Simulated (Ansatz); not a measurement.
# 6 guesses for Sn2Te3Se and where they end

Level of theory: DFT PBE, scalar-relativistic, plane waves, PAW (Ansatz 0.2.0). Settings: cutoff 420 eV, Γ-centred meshes spaced at most about 0.3 Å⁻¹, and about 0.25 Å⁻¹ or finer for metals (2π included), Gaussian smearing. No spin polarisation in the final relaxations.

Each guess was relaxed in cell and atoms at zero pressure, within the symmetry of its start. These are static total energies at zero pressure. Coordination counts Sn or Te atoms around Se (for each partner element, those within 1.25 times its shortest distance or 1.15 times the sum of covalent radii, where it is the nearest in units of that sum or under 1.3; a plus sign parts groups by distance over the sum of covalent radii; the shortest distance is added where it exceeds 1.18 times the sum of covalent radii).

```csv
guess,made from,start group,V start (Å³/atom),end group,V end (Å³/atom),coordination at the end,gap on mesh (eV),E over the lowest end (meV/atom)
1,random cell,P6/mmm,35.7,P6/mmm,45.3,Se 6+12 from 5.1 Å,0,354
2,La2CuSi3 type,P-6m2,33.5,P-6m2,29.5,Se 3+2,0,274
3,random cell,R-3m,36.8,R-3m,29.2,Se 2+6,0,160
4,In3SbTe2 type,P-3m1,32.6,P-3m1,30.3,Se 6 from 3.1 Å,0,0
5,random cell,P6/mmm,31.6,?,?,?,?,?
6,Er2Al3Co type,R-3m,32.3,R-3m,33.3,Se 6,0,177
```

Guess 5 as it starts:

```yaml
crystal:
  lattice:
    - [5.18820, 0.00000, 0.00000]
    - [-2.59410, 4.49312, 0.00000]
    - [0.00000, 0.00000, 8.12757]
  atoms:
    - { symbol: Sn, position: [0.33333, 0.66667, 0.50000] }
    - { symbol: Sn, position: [0.66667, 0.33333, 0.50000] }
    - { symbol: Te, position: [0.33333, 0.66667, 0.00000] }
    - { symbol: Te, position: [0.66667, 0.33333, 0.00000] }
    - { symbol: Te, position: [0.00000, 0.00000, 0.50000] }
    - { symbol: Se, position: [0.00000, 0.00000, 0.00000] }
```

Question: Fill in the missing row: what does this guess relax into, and where does it rank?

Answer: It ends in space group P6/mmm (No. 191), with a = 5.665 Å, c = 6.331 Å, 29.3 Å³/atom and no gap. It lies 177 meV/atom over the lowest end, above guess 3 and within the noise of guess 6. Counting Sn or Te atoms around Se, this end has Se 8 from 3.2 Å and the lowest (guess 4) has Se 6 from 3.1 Å.

```cif
data_structure
_symmetry_space_group_name_H-M 'P6/mmm'
_symmetry_Int_Tables_number 191
_cell_length_a 5.6651
_cell_length_b 5.6651
_cell_length_c 6.3309
_cell_angle_alpha 90.000
_cell_angle_beta 90.000
_cell_angle_gamma 120.000
_cell_volume 175.96
loop_
_atom_site_label
_atom_site_type_symbol
_atom_site_symmetry_multiplicity
_atom_site_Wyckoff_symbol
_atom_site_fract_x
_atom_site_fract_y
_atom_site_fract_z
_atom_site_occupancy
Sn1 Sn 2 d 0.33333 0.66667 0.50000 1
Te1 Te 2 c 0.33333 0.66667 0.00000 1
Te2 Te 1 b 0.00000 0.00000 0.50000 1
Se1 Se 1 a 0.00000 0.00000 0.00000 1
```

The zero of energy is the elements' standard structures at the same level; no fitted shifts are applied. The references include grey tin.

Question: Is the lowest end bound against the elements?

Answer: Yes: its formation energy is −0.07 eV/atom. It lies below the elements, which doesn't yet make it stable against other compounds or structures.

The k mesh leaves some 4 meV/atom of noise in the energy of each metallic cell. These runs have no spin–orbit coupling, which can matter for Te. The reference forms of Se and Te are held partly by dispersion forces, which this level lacks. Cells relaxed within their symmetry can be saddle points. A lower structure may well exist outside this small set. Some types were kept out of the candidates beforehand, so the set may lack a known form.
